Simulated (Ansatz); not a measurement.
Input:

LiNbO3:
```yaml
crystal:
  lattice:
    - [2.56709, 1.48211, 4.60885]
    - [-2.56709, 1.48211, 4.60885]
    - [0.00000, -2.96422, 4.60885]
  atoms:
    - { symbol: Li, position: [0.71923, 0.71923, 0.71923] }
    - { symbol: Li, position: [0.21923, 0.21923, 0.21923] }
    - { symbol: Nb, position: [0.00160, 0.00160, 0.00160] }
    - { symbol: Nb, position: [0.50160, 0.50160, 0.50160] }
    - { symbol: O, position: [0.64000, 0.89067, 0.28139] }
    - { symbol: O, position: [0.89067, 0.28139, 0.64000] }
    - { symbol: O, position: [0.28139, 0.64000, 0.89067] }
    - { symbol: O, position: [0.14000, 0.78139, 0.39067] }
    - { symbol: O, position: [0.39067, 0.14000, 0.78139] }
    - { symbol: O, position: [0.78139, 0.39067, 0.14000] }
```

This is the PBEsol-relaxed structure. x, y and z are the axes in which the lattice vectors are written.

Q: All from plane-wave PAW PBEsol (Ansatz code), unless another level is named. Give the Debye temperature from the elastic constants.

A: 564 K.

Q: And the elastic constants (relaxed ions, GPa)?

A: C11 = 199, C12 = 60.4, C13 = 68.9, C14 = 9.4, C33 = 234, C44 = 58.6.

Q: Predict the piezoelectric stress constants (proper, relaxed ions, C/m²).

A: e15 = e24 = -3.77, e16 = e21 = 2.58, e22 = -2.58, e31 = e32 = -0.35, e33 = -1.74.

Space group R3c. The cell was relaxed with PBEsol under the symmetry of its start. The run is not spin-polarised. Signs of piezoelectric constants follow the polarity of the cell as given.

Potentials: the later of the program's two PAW sets.
